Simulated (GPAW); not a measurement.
**Ga: energy against volume and a worked fit**

```yaml
crystal:
  lattice:
    - [-2.99241, 2.99241, 2.99241]
    - [2.99241, -2.99241, 2.99241]
    - [2.99241, 2.99241, -2.99241]
  atoms:
    - { symbol: Ga, position: [0.37500, 0.62500, 0.75000] }
    - { symbol: Ga, position: [0.62500, 0.75000, 0.37500] }
    - { symbol: Ga, position: [0.87500, 0.25000, 0.12500] }
    - { symbol: Ga, position: [0.75000, 0.37500, 0.62500] }
    - { symbol: Ga, position: [0.12500, 0.87500, 0.25000] }
    - { symbol: Ga, position: [0.25000, 0.12500, 0.87500] }
```

This isn't the form of Ga at room conditions, which is orthorhombic.

The cell was scaled at fixed shape and fractions and run with GPAW, the program's PAW data sets (release 1.2.1) made for this functional, cutoff 600 eV; LDA, k mesh 6 × 6 × 6 on the cell of 6 atoms, fermi-dirac occupations of 0.05 eV, no spin polarisation, no spin-orbit coupling. Energies are those that the program minimises, any entropy of the smearing included. For a metal such a mesh isn't converged to the digits shown.

| V (Å³/atom) | energy over the lowest row (meV/atom) |
| --- | --- |
| 16.7919 | 2.46 |
| 17.1492 | 0.00 |
| 17.5065 | ? |
| 17.8637 | 4.16 |
| 18.2210 | 10.08 |
| 18.5783 | 18.17 |
| 18.9356 | 28.18 |

Problem. Fit the third-order Birch-Murnaghan form, give V0, B0 and B′, and predict the energy left open.

Solution. With y = (V0/V)^(2/3), E = E0 + (9 V0 B0/16) [(y - 1)³ B′ + (y - 1)² (6 - 4y)]. Least squares through the rows shown give V0 = 17.2439 Å³/atom, E0 = -0.11 meV, B0 = 65.79 GPa (1 eV/Å³ = 160.218 GPa) and B′ = 4.97, with a largest miss of 0.01 meV. At V = 17.5065 the form with these constants gives 0.69 meV; the run gave 0.69 meV an atom.
